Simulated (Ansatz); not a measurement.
The cell below belongs to a search over invented structures; it isn't taken from experiment.

Input and command of a plane-wave DFT calculation in Ansatz:

```yaml
crystal:
  lattice:
    - [4.81875126, -2.7705947277, 0.0]
    - [4.81875126, 2.7705947277, 0.0]
    - [0.0, 0.0, 5.1393511065]
  atoms:
    - { symbol: Al, position: [0.1648395719, 0.491745903, 0.5003467276] }
    - { symbol: Al, position: [0.508254097, 0.8351604281, 0.5003467276] }
    - { symbol: Al, position: [0.8351604281, 0.508254097, 0.0003467276] }
    - { symbol: Al, position: [0.491745903, 0.1648395719, 0.0003467276] }
    - { symbol: In, position: [0.8216127105, 0.1783872895, 0.4953074352] }
    - { symbol: In, position: [0.1783872895, 0.8216127105, 0.9953074352] }
    - { symbol: "N", position: [0.8333787805, 0.5370772165, 0.3643365724] }
    - { symbol: "N", position: [0.4629227835, 0.1666212195, 0.3643365724] }
    - { symbol: "N", position: [0.2014604859, 0.7985395141, 0.4153259648] }
    - { symbol: "N", position: [0.7985395141, 0.2014604859, 0.9153259648] }
    - { symbol: "N", position: [0.1666212195, 0.4629227835, 0.8643365724] }
    - { symbol: "N", position: [0.5370772165, 0.8333787805, 0.8643365724] }
basis:
  ecutwfc: 420
kpoints:
  mp_grid: { grid: [6, 6, 6] }
hamiltonian:
  xc: pbe
scf:
  occupations: { method: gaussian, width: 0.02 }
output:
  forces: true
  stress: true
  eigenvalues: true
  write_density: true
  write_potential: true
  elf: true
  volumetric_format: npy
relax:
  adjacent_minimum: "off"
  f_tol: 0.01
  max_steps: 30
  cell: { stress_tol: 0.1, fix: [volume] }
```

```bash
ansatz run input.yaml --threads 1 --pin off --max-ram 2304MiB --backend cpu --events-out ev --progress --plain --runs-dir out
```

Processor: Intel(R) Xeon(R) Processor @ 2.30GHz, 1 thread, on a host shared with other jobs.

Q: How long does it run, and how much memory does it take?

A: About 110 s, peak memory 0.61 GiB. It solves 46 bands at 52 k points (after reduction by symmetry) with about 2701 plane waves, in 24 SCF iterations over 4 ionic steps.
